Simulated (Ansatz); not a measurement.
Suppose Ag3Sb2 takes space group P3m1 (No. 156), with Ag on 1a, 1b and 1a; Sb on 1a and 1b. The guess for Ag3Sb2 was made by a generator: close-packed anion layers stacked AB, with sites between them filled layer by layer (elements of the layers in order: Sb Sb).

Method: Ansatz 0.2.0, DFT PBE, scalar-relativistic, plane waves, PAW. Cutoff 420 eV, Γ-centred mesh, Gaussian smearing, no spin polarisation.

The zero of energy is the elements' standard structures at the same level; no fitted shifts are applied.

Q: Predict the relaxed structure.

A:

Space group P3m1 (No. 156). a = 4.277 Å, b = 4.277 Å, c = 8.416 Å, α = 90.00°, β = 90.00°, γ = 120.00°
| atom | site | symmetry | x | y | z |
| --- | --- | --- | --- | --- | --- |
| Ag | 1a | 3m. | 0.0000 | 0.0000 | 0.3330 |
| Ag | 1b | 3m. | 0.3333 | 0.6667 | 0.8539 |
| Ag | 1a | 3m. | 0.0000 | 0.0000 | 0.6732 |
| Sb | 1a | 3m. | 0.0000 | 0.0000 | 0.0111 |
| Sb | 1b | 3m. | 0.3333 | 0.6667 | 0.5019 |

Around Ag on its first site lie 4 Sb at 2.71–2.85 Å and 1 Ag at 2.86 Å; around Ag on its second site lie 4 Sb at 2.80–2.96 Å and 3 Ag at 2.90 Å; Ag on its third site is surrounded by 4 Sb at 2.84–2.86 Å and 4 Ag at 2.86–2.90 Å; around Sb on its first site lie 5 Ag at 2.71–2.84 Å; 1 more site not described. Another local minimum with the same sites may exist.

Q: And its energy and gap?

A: The energy over the elements is +0.19 eV/atom and the gap on the 12×12×6 mesh of the 5-atom cell is 0 eV (a metal). It can't be a ground state, since the elements alone are lower.

The last run used Gaussian smearing of 0.10 eV. These runs have no spin–orbit coupling, which can matter for Sb. A structure relaxed within its symmetry needn't be a true minimum.
